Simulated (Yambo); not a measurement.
A G0W0@PBEsol run in Yambo for CsHgF$_{3}$ (cubic perovskite, space group Pm-3m, No. 221) (2×2×2 Γ-centred k mesh, bands 9 to 296 and a 7 Ry block in the screening, 296 bands in G with the Bruneval-Gonze terminator, plasmon pole fitted at 27.2 eV) gives these matrix elements, in eV, at the band edges (R → Γ):

```tsv
state	E0	<Vxc>	<Σx>	<Σc(E0)>	Z
valence edge	0.000	-24.644	-30.074	4.323	0.798
conduction edge	0.441	-13.322	-9.021	-3.274	0.842
```

Question: Solve the linearised quasiparticle equation for both states, give the gap, and say how exchange and correlation each act on it.

Answer: E = E0 + Z(Σx + Σc − Vxc). Valence: 0.000 + 0.798 × (-30.074 + (4.323) − (-24.644)) = -0.88 eV. Conduction: 0.441 + 0.842 × (-9.021 + (-3.274) − (-13.322)) = 1.31 eV. The gap is 2.19 eV, against 0.44 eV in PBEsol. Replacing Vxc by bare exchange alone would open it by 9.73 eV; correlation takes back 7.60 eV of that, and Z scales what is left. Nearest settings tried, and what they do to the gap: 196 bands in W, 196 bands in G: +124 meV; 6 Ry block (179 vectors against 251): +2 meV. Not varied: mesh. So the settings aren't converged at that level. The k mesh is coarse. The cell is held in this high symmetry; tilts and polar distortions were not searched.

Spin-orbit coupling is included.

Geometry of the Materials Project entry, not relaxed at this level; primitive cell a = 4.5954 Å, b = 4.5954 Å, c = 4.5954 Å, α = 90.00°, β = 90.00°, γ = 90.00°.
